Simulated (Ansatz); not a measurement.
An Ansatz (an electronic-structure program) run. Input:

Ansatz 0.2 input:
```yaml
crystal:
  lattice:
    - [3.9123935564, 0.0, 0.0]
    - [-1.9561967782, 3.3882322095, 0.0]
    - [0.0, 0.0, 9.79804857]
  atoms:
    - { symbol: In, position: [0.0, 0.0, 0.4265082423] }
    - { symbol: In, position: [0.0, 0.0, 0.8251095368] }
    - { symbol: Se, position: [0.6666666667, 0.3333333333, 0.6159252612] }
    - { symbol: Se, position: [0.3333333333, 0.6666666667, 0.2867369819] }
    - { symbol: Se, position: [0.6666666667, 0.3333333333, 0.9707099779] }
kpoints:
  mp_grid: { grid: [7, 7, 3] }
  band_path:
    path:
      - [[0.0, 0.0, 0.0], [0.5, 0.0, 0.0], [0.3333333333, 0.3333333333, 0.0], [0.0, 0.0, 0.0], [0.0, 0.0, 0.5], [0.5, 0.0, 0.5], [0.3333333333, 0.3333333333, 0.5], [0.0, 0.0, 0.5]]  # Γ-M-K-Γ-A-L-H-A
      - [[0.5, 0.0, 0.5], [0.5, 0.0, 0.0]]  # L-M
      - [[0.3333333333, 0.3333333333, 0.5], [0.3333333333, 0.3333333333, 0.0]]  # H-K
      - [VBM, CBM]
    npoints: 8
hamiltonian:
  xc: r2scan
  dispersion: d4
  pseudopotentials: { azcp: { folder: ./paw }, kind: paw_fr }
magnetization: { noncollinear: true, spin_orbit: true }
scf:
  n_extra_bands: 12
  convergence: { dr2_threshold: 0.0000000001 }
  occupations: { method: gaussian, width: 0.01 }
checkpoint: { write: soc.run }
output: { eigenvalues: true }
```

Output (shortened):

```
Pseudopotential: In, paw, valence charge 13
Pseudopotential: Se, paw, valence charge 16
Functional definition: r2SCAN
non-collinear run that drives no moment, with spin-orbit …
Crystal: 5 atoms, lattice volume = 129.884 Å³
Basis set: ecut = 500 eV, 3281 PW (Γ), exchange–correlation on 120×120×288 points (64 copies of the dense FFT grid, shifted against one another)
Bands: 86, of which v1, the nominal top of the filled ones, is band 74 counted from 1 (73 counted from 0)
Symmetry: 6 space group operations + 6 with time reversal
k-points: 20 of 147 (time reversal used)
Projection manifold: j_resolved (fully-relativistic pseudo-atomic orbitals)
SCF iter   1: F=—  HF=-27633.211745 eV  |F-HF|=—  |Δ(HF+E_count)|=         —  Δρ=4.21e-2  dr2=4.78e0  dr2_τ=6.25e-3  dr2_m=0.00e0 (ungated)  ethr=3.10e-3  |M|=0.00e0 ∫|m|=0.00e0 μB  |m|>n=0.0e0 m-floor=0.0e0 τ_xc=0.0e0  β_m=0.30  ⟨swp⟩=6.2  Hψ=7332  notcnv=0  defer=17
preconditioner: auto → Resta (q_TF=auto, 2.484 Å⁻¹)
spin=Noncollinear: Resta preconditioning applied to the charge; magnetization (m_x, m_y, m_z) channels mix plain (no charge-response kernel on spin).
SCF iter   2: F=—  HF=-27632.599534 eV  |F-HF|=—  |Δ(HF+E_count)|=   6.12e-1  Δρ=2.83e-2  dr2=1.05e0  dr2_τ=2.31e-3  dr2_m=0.00e0 (ungated)  ethr=3.10e-3  |M|=0.00e0 ∫|m|=0.00e0 μB  |m|>n=0.0e0 m-floor=0.0e0 τ_xc=0.0e0  β_m=0.45  ⟨swp⟩=2.2  Hψ=2112  notcnv=0  defer=150
SCF iter   3: F=—  HF=-27632.374672 eV  |F-HF|=—  |Δ(HF+E_count)|=   2.25e-1  Δρ=1.16e-2  dr2=1.36e-1  dr2_τ=6.28e-4  dr2_m=0.00e0 (ungated)  ethr=1.41e-3  |M|=0.00e0 ∫|m|=0.00e0 μB  |m|>n=0.0e0 m-floor=0.0e0 τ_xc=0.0e0  β_m=0.59  ⟨swp⟩=2.2  Hψ=1988  notcnv=0  defer=150
SCF iter   4: F=—  HF=-27632.357022 eV  |F-HF|=—  |Δ(HF+E_count)|=   1.77e-2  Δρ=2.15e-3  dr2=7.22e-3  dr2_τ=3.34e-5  dr2_m=0.00e0 (ungated)  ethr=1.84e-4  |M|=0.00e0 ∫|m|=0.00e0 μB  |m|>n=0.0e0 m-floor=0.0e0 τ_xc=0.0e0  β_m=0.61  ⟨swp⟩=3.8  Hψ=3186  notcnv=0  defer=150
SCF iter   5: F=—  HF=-27632.357938 eV  |F-HF|=—  |Δ(HF+E_count)|=   9.16e-4  Δρ=8.72e-4  dr2=1.11e-3  dr2_τ=4.92e-6  dr2_m=0.00e0 (ungated)  ethr=9.75e-6  |M|=0.00e0 ∫|m|=0.00e0 μB  |m|>n=0.0e0 m-floor=0.0e0 τ_xc=0.0e0  β_m=0.78  ⟨swp⟩=2.0  Hψ=3127  notcnv=0  defer=150
SCF iter   6: F=—  HF=-27632.358430 eV  |F-HF|=—  |Δ(HF+E_count)|=   4.93e-4  Δρ=2.25e-4  dr2=5.44e-5  dr2_τ=4.67e-7  dr2_m=0.00e0 (ungated)  ethr=1.50e-6  |M|=0.00e0 ∫|m|=0.00e0 μB  |m|>n=0.0e0 m-floor=0.0e0 τ_xc=0.0e0  β_m=0.83  ⟨swp⟩=2.0  Hψ=2140  notcnv=0  defer=150
SCF iter   7: F=—  HF=-27632.358456 eV  |F-HF|=—  |Δ(HF+E_count)|=   2.51e-5  Δρ=5.33e-5  dr2=5.09e-6  dr2_τ=3.65e-8  dr2_m=0.00e0 (ungated)  ethr=7.36e-8  |M|=0.00e0 ∫|m|=0.00e0 μB  |m|>n=0.0e0 m-floor=0.0e0 τ_xc=0.0e0  β_m=0.89  ⟨swp⟩=2.0  Hψ=2446  notcnv=0  defer=150
SCF iter   8: F=—  HF=-27632.358400 eV  |F-HF|=—  |Δ(HF+E_count)|=   5.56e-5  Δρ=1.56e-5  dr2=5.45e-7  dr2_τ=1.99e-9  dr2_m=0.00e0 (ungated)  ethr=6.88e-9  |M|=0.00e0 ∫|m|=0.00e0 μB  |m|>n=0.0e0 m-floor=0.0e0 τ_xc=0.0e0  β_m=0.90  ⟨swp⟩=2.0  Hψ=3048  notcnv=0  defer=150
SCF iter  13: F=-27632.358400 eV  HF=-27632.358400 eV  |F-HF|=0.00e0  |Δ(HF+E_count)|=  5.46e-11  Δρ=8.54e-8  dr2=1.72e-11  dr2_τ=6.22e-14  dr2_m=0.00e0 (ungated)  ethr=1.00e-12  |M|=0.00e0 ∫|m|=0.00e0 μB  |m|>n=0.0e0 m-floor=0.0e0 τ_xc=0.0e0  ⟨swp⟩=9.4  Hψ=5818  notcnv=0
SCF 1 converged in 13 iterations: F = -27632.358400 eV  dr2 = 1.72e-11
NSCF: frozen V_eff on 34 k-points
NSCF: frozen V_eff on 34 k-points
NSCF: frozen V_eff on 34 k-points
NSCF: frozen V_eff on 34 k-points
NSCF: frozen V_eff on 34 k-points
NSCF: frozen V_eff on 11 k-points
NSCF: frozen V_eff on 15 k-points
NSCF: frozen V_eff on 27 k-points
NSCF: frozen V_eff on 8 k-points
NSCF: frozen V_eff on 18 k-points
NSCF: frozen V_eff on 10 k-points
NSCF: frozen V_eff on 84 k-points
SCF converged after 13 iterations
Magnetization: |M| = 0.0000 μB,  M = (+0.0000, +0.0000, +0.0000) μB
Absolute magnetization: 0.0000 μB (∫|m|)
  site 0: m = (+0.0000, +0.0000, +0.0000) μB, |m| = 0.0000 μB  (R = 1.09 Å)
  site 1: m = (+0.0000, +0.0000, +0.0000) μB, |m| = 0.0000 μB  (R = 1.10 Å)
  site 2: m = (+0.0000, +0.0000, +0.0000) μB, |m| = 0.0000 μB  (R = 1.21 Å)
  site 3: m = (+0.0000, +0.0000, +0.0000) μB, |m| = 0.0000 μB  (R = 1.09 Å)
  site 4: m = (+0.0000, +0.0000, +0.0000) μB, |m| = 0.0000 μB  (R = 1.10 Å)
Free energy (F): -27632.358400 eV
Harris-Foulkes:  -27632.358400 eV  (|F-HF|=0.00e0)
Internal energy: -27632.358400 eV  (E = F + TS)
E sigma→0 (E₀):  -27632.358400 eV
Fermi energy:    7.826597 eV
--- Per-component energies (eV) ---
  E_band       = -1292.595712
  E_kinetic    = 769.920563
  E_local      = -10535.951249  (includes V_loc(G=0)·N_el)
  E_nonlocal   = -404.297724
  E_hartree    = 5255.245993
  E_xc         = -504.091546
  E_vxc        = -477.812070  (∫ρ·V_xc dr)
  E_paw        = -14872.966198  (= ΣΔE_a)
  E_vpaw       = -1181.931217  (= ΣTr[D̂ρ^β])
  E_aug_tail   = -0.000203  (compensation charges beyond the density's cutoff)
  E_vtau       = 26.984239  (kinetic-family band-sum trace: ∫τ·v_τ [+ j·A + Jᵃ·Aᵃ] dr)
  E_ewald      = -7336.289828
  E_disp       = -0.636537  (pairwise vdW)
  E_core_change = -3.291671  (= ΣΔE_core)
  E_smearing   =  0.000000  (= −TS)
  E_closure    = 0.000000  (closes the sum)
  Σ components = -27632.358400   (vs F -27632.358400, Δ=0.00e0)
  [band-id]    e_kinetic+e_local+e_nonlocal+2·e_hartree+e_vxc+e_vpaw+e_augmentation_tail+e_vtau = -1292.595674   (vs E_band -1292.595712, Δ=3.73e-5)
--- Band table (eV; the first three rows and the last of 20) ---
  k-point 0: bands = ["-40.7510", "-40.7510", "-40.7188", "-40.7188", "-40.6861", "-40.6861", "-40.6664", "-40.6664", "-40.5257", "-40.5257", "-40.5141", "-40.5141", "-39.8615", "-39.8615", "-39.8343", "-39.8343", "-39.8196", "-39.8196", "-39.7909", …
  k-point 1: bands = ["-40.7510", "-40.7510", "-40.7188", "-40.7188", "-40.6861", "-40.6861", "-40.6664", "-40.6664", "-40.5257", "-40.5257", "-40.5141", "-40.5141", "-39.8615", "-39.8615", "-39.8343", "-39.8343", "-39.8196", "-39.8196", "-39.7909", …
  k-point 2: bands = ["-40.7510", "-40.7510", "-40.7188", "-40.7188", "-40.6861", "-40.6861", "-40.6664", "-40.6664", "-40.5256", "-40.5256", "-40.5141", "-40.5141", "-39.8614", "-39.8614", "-39.8343", "-39.8343", "-39.8195", "-39.8195", "-39.7908", …
  k-point 19: bands = ["-40.7509", "-40.7508", "-40.7188", "-40.7188", "-40.6861", "-40.6861", "-40.6662", "-40.6662", "-40.5255", "-40.5254", "-40.5140", "-40.5140", "-39.8612", "-39.8612", "-39.8343", "-39.8343", "-39.8194", "-39.8194", "-39.7907", …
```

Cost: around 11 core-minutes (rough) on shared cores.

Space group P3m1. The start of the workflow was typed in or built on a structure type; neither database checked (COD, Materials Project) lists it. COD files the formula under space group No. 160, 166, 169, 170. Its standing as an ambient phase is unchecked. The cell was relaxed with r²SCAN+D4 under the symmetry of its start; whether a distortion lowers the energy is not shown.

Potentials: the earlier of the program's two PAW sets.

Ansatz is a plane-wave DFT program.
